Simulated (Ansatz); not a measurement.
Here is the system:

W$_{3}$N$_{4}$:
```
CELL_PARAMETERS angstrom
      4.19447     0.00000     0.00000
      0.00000     4.19447     0.00000
      0.00000     0.00000     4.19447
ATOMIC_POSITIONS crystal
  N  0.50000 0.50000 0.50000
  N  0.50000 0.00000 0.00000
  N  0.00000 0.50000 0.00000
  N  0.00000 0.00000 0.50000
  W  0.50000 0.50000 0.00000
  W  0.00000 0.50000 0.50000
  W  0.50000 0.00000 0.50000
```

This is the r²SCAN-relaxed structure.

All from DFT-r²SCAN in the program Ansatz with PAW potentials, unless another level is named. Estimate the density of states at the Fermi level.

0.40 states/eV per atom (mean over ±0.08 eV).

Predict the formation energy from the elements (no fitted shifts).

-0.12 eV/atom.

Predict the gap with spin–orbit coupling.

none (metallic).

Space group Pm-3m. The workflow started from an entry of the Crystallography Open Database (COD). Whether it is the stable phase at ambient conditions was not checked. The r²SCAN relaxation kept the symmetry of its start; whether a distortion lowers the energy is not shown. The run is not spin-polarised. The references are the lowest solids computed at this level, not always the standard phases (solids in place of the gases). Spin–orbit coupling is left out wherever it is not named.

Potentials: the later of the program's two PAW sets.
